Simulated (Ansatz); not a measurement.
CaHI:
```
CaHI
1.0
    4.00420     0.00000     0.00000
    0.00000     4.00420     0.00000
    0.00000     0.00000     8.92481
Ca H I
2 2 2
Cartesian
  0.00000   2.00210   1.21423
  2.00210   0.00000   7.71058
  2.00210   2.00210   0.00000
  0.00000   0.00000   0.00000
  0.00000   2.00210   6.12973
  2.00210   0.00000   2.79508
```

Relaxed with r²SCAN+D4.

Q: Map the electron localisation function on the plane through (0.000, 0.500, 0.136) spanned by u = [1, 0, 0] and v = [0, 0, 1] in lattice vectors, from r²SCAN+D4 in the plane-wave PAW code Ansatz.

A: x is the fraction of u, y of v (the angle between them is 90°; rows are the nearest grid lines); atoms in the plane: Ca at (0.00, 0.00), H at (0.50, 0.86), I at (0.00, 0.55).
```
y \ x   0.000  0.100  0.200  0.250  0.350  0.450  0.550  0.650  0.750  0.800  0.900   1.00
------  -----  -----  -----  -----  -----  -----  -----  -----  -----  -----  -----  -----
1.00    0.720  0.848  0.771  0.384  0.035  0.165  0.165  0.035  0.384  0.771  0.848  0.720
0.925   0.849  0.794  0.220  0.073  0.781  0.996  0.996  0.781  0.073  0.220  0.794  0.849
0.850   0.017  0.017  0.143  0.612  0.995   1.00   1.00  0.995  0.612  0.143  0.017  0.017
0.775   0.130  0.098  0.079  0.134  0.624  0.932  0.932  0.624  0.134  0.079  0.098  0.130
0.700   0.727  0.721  0.620  0.477  0.140  0.060  0.060  0.140  0.477  0.620  0.721  0.727
0.625   0.474  0.560  0.676  0.750  0.648  0.131  0.131  0.648  0.750  0.676  0.560  0.474
0.550    1.06  0.209  0.598  0.665  0.708  0.148  0.148  0.708  0.665  0.598  0.209   1.06
0.450   0.675  0.698  0.766  0.775  0.524  0.052  0.052  0.524  0.775  0.766  0.698  0.675
0.375   0.751  0.700  0.477  0.281  0.042  0.010  0.010  0.042  0.281  0.477  0.700  0.751
0.300   0.032  0.021  0.013  0.012  0.015  0.018  0.018  0.015  0.012  0.013  0.021  0.032
0.225   0.007  0.012  0.026  0.032  0.041  0.046  0.046  0.041  0.032  0.026  0.012  0.007
0.150   0.024  0.016  0.020  0.034  0.063  0.072  0.072  0.063  0.034  0.020  0.016  0.024
0.0750  0.844  0.805  0.342  0.067  0.028  0.054  0.054  0.028  0.067  0.342  0.805  0.844
0.000   0.720  0.848  0.771  0.384  0.035  0.165  0.165  0.035  0.384  0.771  0.848  0.720
```

The density is the valence pseudo-density with augmentation charge, so density and ELF within about 1 Å of a nucleus are not all-electron values.

Space group P4/nmm. The workflow started from a Materials Project entry (that database holds measured and hypothetical structures alike); the Crystallography Open Database files this formula in space group No. 129, but the cells were not matched. Its standing as an ambient phase is unchecked. The r²SCAN+D4 relaxation kept the symmetry of its start; whether a distortion lowers the energy is not shown. Spin–orbit coupling is left out wherever it is not named.

Potentials: the later of the program's two PAW sets.
